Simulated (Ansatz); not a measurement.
## ²⁰⁹Bi NMR of the central transition in Bi4Te3

Cell: a COD entry, ions relaxed with PBE at fixed cell.

Space group R-3m:H (No. 166); a = 4.4510, c = 41.8880 Å, γ = 120.00°.

```
site  Wyckoff  site symmetry       x       y       z
 Bi1       6c             3m  0.0000  0.0000  0.7142
 Bi3       6c             3m  0.0000  0.0000  0.1467
 Te5       3a            -3m  0.0000  0.0000  0.0000
 Te6       6c             3m  0.0000  0.0000  0.4219
```

One atom of each set is listed; the run and its k-mesh use a cell of 7 atoms with edges of 14.20, 14.20, 14.20 Å.

All values are calculated (Ansatz; DFT, PBE, plane waves and PAW, scalar-relativistic, 420 eV cutoff, Γ-centred 12×12×12 k-points, Fermi–Dirac smearing 0.05 eV), not measured.

²⁰⁹Bi has I = 9/2 and Q = -516.0 mb (Pyykkö 2018); at 14.1 T its Larmor frequency is ν₀ = 98.2 MHz (from the bare nuclear moment; shielding lowers the observed one by a per cent or two). Only the quadrupole interaction is simulated: positions count from each site's isotropic chemical shift, and shift anisotropy, dipolar and J coupling are left out.

**Question.** What does the ²⁰⁹Bi spectrum (static powder) show for each site?

**Answer.** 

```csv
site,first shell,C_Q (MHz),η,P_Q (MHz),δ_QIS (ppm),breadth (kHz)
Bi1,6 Te at 3.09–3.25 Å,-15.1,0.00,15.1,-33.0,16.9
Bi3,"3 Bi at 3.07 Å, 3 Te at 3.54 Å",-70.0,0.00,70.0,-707,361
```

δ_QIS = −(ν_Q²/30ν₀²)[I(I+1) − 3/4](1 + η²/3) × 10⁶ ppm with ν_Q = 3|C_Q|/[2I(2I−1)]; it falls as 1/B₀² in ppm, and the breadth as 1/B₀ in kHz.

An axis of threefold or higher order runs through Bi1 and Bi3, so V_zz lies along it and η is zero.

Spin–orbit coupling is left out, which shifts gradients on Bi by a few per cent in wide-gap crystals, and can shift them far more where the calculated gap is small or absent, as here. Newer work puts Q(²⁰⁹Bi) near −420 mb, which would lower these couplings by about a fifth. With a gap of 0.17 eV under a smearing of 0.05 eV the band edges are partly filled, so small gradients can hang on the smearing and the k-mesh.
